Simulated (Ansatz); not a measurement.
(111) slab cut from the bulk of Ir, 15 Å of vacuum:

```
Ir
1.0
     2.70838    0.00000    0.00000
    -1.35419    2.34553    0.00000
     0.00000    0.00000   23.84554
Ir
5
Direct
  0.66667 0.33333 0.31452
  0.33333 0.66667 0.40726
  0.00000 0.00000 0.50000
  0.66667 0.33333 0.59274
  0.33333 0.66667 0.68548
```

Level of theory: DFT PBEsol, scalar-relativistic, plane waves, PAW in Ansatz. Cutoff 420 eV; k points 15×15×1 on the computed 5-atom cell (Γ-centred); Gaussian smearing, width 0.10 eV; no spin polarisation. A dipole correction removes the field between periodic images along c.

This base run converges in 9 iterations with a largest force of 0.531 eV/Å and a work function of 5.67 eV on the top face.

One setting at a time is then changed, some of them on purpose to poor values; changes count from the base run, energies are extrapolated to zero smearing, γ keeps the base's bulk energy, atoms stay where they are, and risky runs are capped at 50 to 100 iterations.

(1) What does each change do? vacuum of 7 Å; vacuum of 5 Å; no dipole correction, vacuum of 15 Å; at most 5 SCF iterations; cutoff 300 eV; the slab thinned to 4 atoms (same faces, atoms at the bulk's places); the slab thinned to 3 atoms (same faces, atoms at the bulk's places); vacuum of 3 Å.

Spin-orbit coupling is left out, which matters for the bands of heavy elements. In some of the runs (vacuum 7, vacuum 5, vacuum 3) charge leaks into the vacuum, so their work functions can be off.

## Answers

(1)
```tsv
change	outcome	SCF iterations	ΔE (meV/atom)	Δγ (J/m²)	Δφ top (eV)	largest force (eV/Å)	largest change of a force (eV/Å)
vacuum of 7 Å	converged with warnings	8	+0.1	+0.001	-0.13	0.530	0.001
vacuum of 5 Å	converged with warnings	8	-1.8	-0.011	-1.28	0.498	0.033
no dipole correction, vacuum of 15 Å	converged	9	0.0	0.000		0.531	0.000
at most 5 SCF iterations	not converged	5					
cutoff 300 eV	converged with warnings	8	+169.8		+0.01	0.542	0.012
the slab thinned to 4 atoms (same faces, atoms at the bulk's places)	converged	7	+100.8	-0.038	-0.06	0.521	
the slab thinned to 3 atoms (same faces, atoms at the bulk's places)	converged	7	+306.8	+0.068	-0.15	0.730	
vacuum of 3 Å	converged with warnings	13	-182.6	-1.151		0.778	1.309
```

Cost: 9 runs of about 2.9 core-minutes in all, on Arm Neoverse V1 (shared hosts).